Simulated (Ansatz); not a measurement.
C:
```
C
1.0
    0.00000     4.81689     4.81689
    4.81689     0.00000     4.81689
    4.81689     4.81689     0.00000
C
10
Cartesian
  0.00000   0.00000   0.00000
  2.40845   2.40845   2.40845
  0.85569   0.85569   0.85569
  1.55276   1.55276   1.55276
  0.85569   3.96120   3.96120
  1.55276   3.26414   3.26414
  3.96120   0.85569   3.96120
  3.26414   1.55276   3.26414
  3.96120   3.96120   0.85569
  3.26414   3.26414   1.55276
```

Relaxed with PBE. Special points in fractions of this cell's reciprocal vectors: Γ (0.000, 0.000, 0.000); X (0.500, 0.000, 0.500); U (0.625, 0.250, 0.625); K (0.375, 0.375, 0.750); L (0.500, 0.500, 0.500); W (0.500, 0.250, 0.750).

### Question
List the band energies nearest the valence-band maximum at these points for PBE in the plane-wave PAW code Ansatz.

### Answer
In eV from the valence-band maximum; about four levels below and three above (degenerate sets whole), none deeper than 8.9 eV; points with the same levels are listed once.

```json
[
 {"k": "Γ", "below": "-1.13 -1.13 -1.13 0.00 0.00 0.00", "above": "4.76 4.76 5.11 5.11 5.11"},
 {"k": "X", "below": "-0.69 -0.69 -0.37 -0.37", "above": "4.83 4.83 5.53 5.53"},
 {"k": "U", "below": "-0.72 -0.51 -0.49 -0.32", "above": "4.69 4.86 5.40"},
 {"k": "L", "below": "-0.96 -0.96 -0.95 -0.61 -0.61 0.00", "above": "4.69 4.97 4.97"},
 {"k": "W", "below": "-0.60 -0.60 -0.41 -0.41", "above": "4.73 4.73 5.82 5.82"}
]
```

Space group Fd-3m. The start of the workflow was typed in or built on a structure type. Its sites differ from those of the usual phase in this space group: another stacking or structure type. Symmetry was held in the PBE relaxation; whether a distortion lowers the energy is not shown.

Potentials: the earlier of the program's two PAW sets.
